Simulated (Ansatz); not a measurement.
Relaxation of a relaxed AlNi cell, doubled along one cell vector, shaken by Gaussian noise of σ = 0.08 Å a coordinate; 4 atoms in the cell, which starts as P1 (No. 1), aP4; a = 2.630 Å, b = 3.445 Å, c = 6.367 Å, α = 99.13°, β = 90.00°, γ = 112.45°. Method: r2SCAN (plane waves to 500 eV, PAW, scalar-relativistic; Ansatz, a first-principles code). Γ-centred k-mesh 5×14×14 on the run's cell (coarser than for final values), Fermi–Dirac smearing 0.05 eV. This is the first round of the run. 

The optimiser's lines from the output (shortened; P is positive under compression):

```
relax step   1: F+E_penalty+E_count = -12771.64540038 eV  Δ(F+E_penalty+E_count) = +0.000e0 eV  max|allowed force component| = 1.994e0 eV/Å  Δτ_max = 0.0000 Å  P = +3.524 GPa  Ω = 52.529 Å³  (12 SCF iters, dr2 threshold 1.00e-7 eV, accepted)
relax step   2: F+E_penalty+E_count = -12771.84047063 eV  Δ(F+E_penalty+E_count) = -1.951e-1 eV  max|allowed force component| = 1.238e0 eV/Å  Δτ_max = 0.0700 Å  P = +2.385 GPa  Ω = 52.260 Å³  (11 SCF iters, dr2 threshold 4.00e-7 eV, accepted)
relax step   3: F+E_penalty+E_count = -12772.04059864 eV  Δ(F+E_penalty+E_count) = -2.001e-1 eV  max|allowed force component| = 1.865e-1 eV/Å  Δτ_max = 0.1327 Å  P = -0.946 GPa  Ω = 52.688 Å³  (11 SCF iters, dr2 threshold 4.00e-7 eV, accepted)
relax step   4: F+E_penalty+E_count = -12772.17233762 eV  Δ(F+E_penalty+E_count) = -1.317e-1 eV  max|allowed force component| = 4.067e-1 eV/Å  Δτ_max = 0.0384 Å  P = -1.312 GPa  Ω = 52.233 Å³  (10 SCF iters, dr2 threshold 4.00e-7 eV, accepted)
relax step   5: F+E_penalty+E_count = -12772.43994924 eV  Δ(F+E_penalty+E_count) = -2.676e-1 eV  max|allowed force component| = 3.495e-1 eV/Å  Δτ_max = 0.0239 Å  P = -1.534 GPa  Ω = 51.319 Å³  (10 SCF iters, dr2 threshold 4.00e-7 eV, accepted)
relax step   6: F+E_penalty+E_count = -12772.72725218 eV  Δ(F+E_penalty+E_count) = -2.873e-1 eV  max|allowed force component| = 1.774e-1 eV/Å  Δτ_max = 0.0220 Å  P = +0.101 GPa  Ω = 49.829 Å³  (11 SCF iters, dr2 threshold 4.00e-7 eV, accepted)
relax step   7: F+E_penalty+E_count = -12772.93737246 eV  Δ(F+E_penalty+E_count) = -2.101e-1 eV  max|allowed force component| = 2.276e-1 eV/Å  Δτ_max = 0.0244 Å  P = +2.785 GPa  Ω = 48.309 Å³  (11 SCF iters, dr2 threshold 4.00e-7 eV, accepted)
relax step   8: F+E_penalty+E_count = -12773.01231787 eV  Δ(F+E_penalty+E_count) = -7.495e-2 eV  max|allowed force component| = 5.429e-2 eV/Å  Δτ_max = 0.0368 Å  P = -0.892 GPa  Ω = 49.031 Å³  (11 SCF iters, dr2 threshold 4.00e-7 eV, accepted)
relax step   9: F+E_penalty+E_count = -12773.01940365 eV  Δ(F+E_penalty+E_count) = -7.086e-3 eV  max|allowed force component| = 3.429e-3 eV/Å  Δτ_max = 0.0344 Å  P = +0.329 GPa  Ω = 48.644 Å³  (10 SCF iters, dr2 threshold 4.00e-7 eV, accepted)
relax step  10: F+E_penalty+E_count = -12773.02061279 eV  Δ(F+E_penalty+E_count) = -1.209e-3 eV  max|allowed force component| = 7.346e-4 eV/Å  Δτ_max = 0.0014 Å  P = +0.010 GPa  Ω = 48.740 Å³  (8 SCF iters, dr2 threshold 4.00e-7 eV, accepted)
relax step  11: F+E_penalty+E_count = -12773.02062287 eV  Δ(F+E_penalty+E_count) = -1.009e-5 eV  max|allowed force component| = 7.101e-5 eV/Å  Δτ_max = 0.0002 Å  P = +0.001 GPa  Ω = 48.744 Å³  (7 SCF iters, dr2 threshold 9.17e-9 eV, accepted)
relax step  12: F+E_penalty+E_count = -12773.03192377 eV  Δ(F+E_penalty+E_count) = -1.130e-2 eV  max|allowed force component| = 6.701e-5 eV/Å  Δτ_max = 0.0000 Å  P = +0.308 GPa  Ω = 48.744 Å³  stress off target by 9.66e-1 GPa  SCF on the basis re-selected at this cell (its energy is not comparable with the rows above)  (13 SCF iters)
relax step  13: F+E_penalty+E_count = -12773.03237404 eV  Δ(F+E_penalty+E_count) = -4.503e-4 eV  max|allowed force component| = 1.677e-4 eV/Å  Δτ_max = 0.0001 Å  P = -0.009 GPa  Ω = 48.816 Å³  (7 SCF iters, dr2 threshold 4.00e-7 eV, accepted)
relax step  14: F+E_penalty+E_count = -12773.03237634 eV  Δ(F+E_penalty+E_count) = -2.300e-6 eV  max|allowed force component| = 1.708e-4 eV/Å  Δτ_max = 0.0000 Å  P = +0.001 GPa  Ω = 48.814 Å³  (7 SCF iters, dr2 threshold 2.62e-9 eV, accepted)
relax step  15: F+E_penalty+E_count = -12773.03241699 eV  Δ(F+E_penalty+E_count) = -4.065e-5 eV  max|allowed force component| = 1.704e-4 eV/Å  Δτ_max = 0.0000 Å  P = +0.001 GPa  Ω = 48.814 Å³  stress off target by 3.17e-3 GPa  SCF on the basis re-selected at this cell (its energy is not comparable with the rows above)  (8 SCF iters)
```

From the first to the last row the energy changes by -0.35 eV/atom and the volume by -7.1 %. The last row is marked as not comparable with the walk above it, whose basis was carried along; it does compare with step 1, since both stand on a basis selected at the nominal cutoff for their own cell.

Later rounds, restarted from the end of this one on a renewed k-mesh, logged 10 more steps and released under 0.01 eV/atom more. The final structure after all rounds: R-3m, hexagonal axes (No. 166), hR2, AFLOW prototype AB_hR2_166_a_b (L1_1, as in CuPt); a = b = 2.697 Å, c = 11.629 Å, α = β = 90.00°, γ = 120.00°. Between re-selections the logged energies stand on a plane-wave basis carried along with the cell. No spin polarisation in the result. A magnetic state may lie lower.

The relaxed structure here is a generated cell of AlNi: the first start was made by placing the elements on the sites of a structure type, and the end was not matched to a known phase here, so it may be hypothetical. Known forms of AlNi include space group No. 221.
